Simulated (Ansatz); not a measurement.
Relaxed candidate structures of TiB₂:

A. Fd-3m, origin choice 1 (No. 227), cF24, cubic Laves (MgCu2 type); a = 5.820 Å, b = 5.820 Å, c = 5.820 Å, α = 90.00°, β = 90.00°, γ = 90.00°; B 16d (0.625, 0.625, 0.625); Ti 8a (0.000, 0.000, 0.000)

B. C222₁ (No. 20), oS24; a = 4.3966 Å, b = 7.5449 Å, c = 6.9879 Å, α = β = γ = 90.00°; B 4b (0.000, 0.421, 0.250); B 4a (0.892, 0.000, 0.000); B 8c (0.140, 0.102, 0.828); Ti 8c (0.289, 0.181, 0.113)

C. P6/mmm (No. 191), hP3, AFLOW prototype AB2_hP3_191_a_d (C32, as in AlB2); a = b = 3.0171 Å, c = 3.1856 Å, α = β = 90.00°, γ = 120.00°; B 2d (0.333, 0.667, 0.500); Ti 1a (0.000, 0.000, 0.000)

D. P4/mmm (No. 123), tP3; a = b = 2.9274 Å, c = 3.4569 Å, α = β = γ = 90.00°; B 2f (0.000, 0.500, 0.000); Ti 1b (0.000, 0.000, 0.500)

E. Cm (No. 8), mS18; a = 5.867 Å, b = 6.874 Å, c = 4.612 Å, α = γ = 90.00°, β = 118.65°; B 2a (0.221, 0.000, 0.065); B 2a (0.202, 0.500, 0.071); B 2a (0.081, 0.500, 0.337); B 2a (0.020, 0.500, 0.671); B 4b (0.378, 0.186, 0.376); Ti 2a (0.070, 0.000, 0.478); Ti 4b (0.401, 0.270, 0.900)

Problem. Order them by energy per atom (lowest first) at the level PBEsol (plane waves to 420 eV, PAW, scalar-relativistic; Ansatz, a quantum-chemistry and plane-wave program).

Solution. C (reference, the lowest of the structures calculated here), E (+0.76 eV/atom), A (+0.83 eV/atom), B (+1.00 eV/atom), D (+1.22 eV/atom)

Probably no minimum, since a slightly shaken restart fell lower: P4/mmm, tP3 (by 1.22 eV/atom, to P6/mmm). Each run could gain symmetry but not lose that of its start, so entries can be saddle points. From databases, or of a type measured for this composition: P6/mmm, hP3, AFLOW prototype AB2_hP3_191_a_d (C32, as in AlB2); the others are generated cells (placed on structure types, drawn at random, substituted or restacked) that were not matched to a known phase here. Energies are at zero temperature and pressure, without zero-point motion. No spin polarisation in the result.
